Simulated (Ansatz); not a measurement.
## TiTe2 (CdI2 type), scan of one atom of the cell

Starting cell, TiTe₂ (CdI2 type):

```
TiTe2
1.0
    7.39497     0.00000     0.00000
   -1.84874     3.20212     0.00000
    0.00000     0.00000     6.38480
Ti Te
2 4
Direct
  0.00000   0.00000   0.00000
  0.50000   0.00000   0.00000
  0.16667   0.66667   0.27107
  0.66667   0.66667   0.27107
  0.33333   0.33333   0.72893
  0.83333   0.33333   0.72893
```

Scan: atom 3 (Te, nearest neighbour Ti at 2.748 Å; its periodic images, 3.7 Å or more away, move with it) is displaced along Cartesian [111], direction (0.577, 0.577, 0.577) in Cartesian axes, by s. The other atoms stay.

Calculation: PBE-D3(BJ) (plane waves to 420 eV, PAW, scalar-relativistic; Ansatz, an electronic-structure program). k mesh 6×12×6 (Γ-centred), Fermi-Dirac smearing 0.05 eV. E stands for the smeared free energy. Compression counts positive. With partly filled bands, energies and forces of such displacements shift with the k mesh and the smearing. F∥ is the force on the atom along that direction. F⊥ is the part of the force across the line. Spin-orbit coupling is left out, though Te is heavy. The PAW data are Ansatz's earlier set. TiTe2 is run without spin polarisation. TiTe2 was relaxed with its symmetry unable to fall. ΔE is measured from the undisplaced structure.

| s (Å) | ΔE (meV/cell) | |F⊥| (eV/Å) | F∥ (eV/Å) | P (GPa) |
|---|---|---|---|---|
| -0.550 | 1344 | 1.792 | 5.529 | 6.1 |
| -0.440 | 816 | 1.083 | 4.103 | 4.3 |
| -0.330 | 435 | 0.617 | 2.851 | 2.8 |
| -0.220 | 183 | 0.320 | 1.757 | 1.6 |
| -0.110 | 43 | 0.130 | 0.811 | 0.7 |
| 0.000 | 0 | 0.002 | -0.002 | 0.0 |
| 0.110 | 39 | 0.103 | -0.695 | -0.5 |
| 0.220 | 149 | 0.186 | -1.285 | -0.7 |
| 0.330 | 319 | 0.253 | -1.789 | -0.8 |
| 0.440 | 540 | 0.305 | -2.227 | -0.7 |
| 0.550 | 807 | 0.338 | -2.620 | -0.5 |

What the scan shows:

| Property | Value |
|---|---|
| Energy at s = 0.550 Å | 807 meV/cell |
| Force along the line at s = -0.550 Å | 5.53 eV/Å |
| Symmetry of the curve | not even: the negative side lies higher at ±0.550 Å |
| Shape of the curve | a single well with its minimum at or next to zero displacement |
| Force constant k = d²E/ds² at s = 0 (finite differences) | 6.82 eV/Å² |
| Harmonic estimate at the end of the scan | ½ks² = 1032 meV/cell against the computed 807 meV/cell, so the well is softer than harmonic there |

(For displaced atoms, the force is minus the slope of the energy, and its curvature is a force constant, which sets phonon frequencies.)
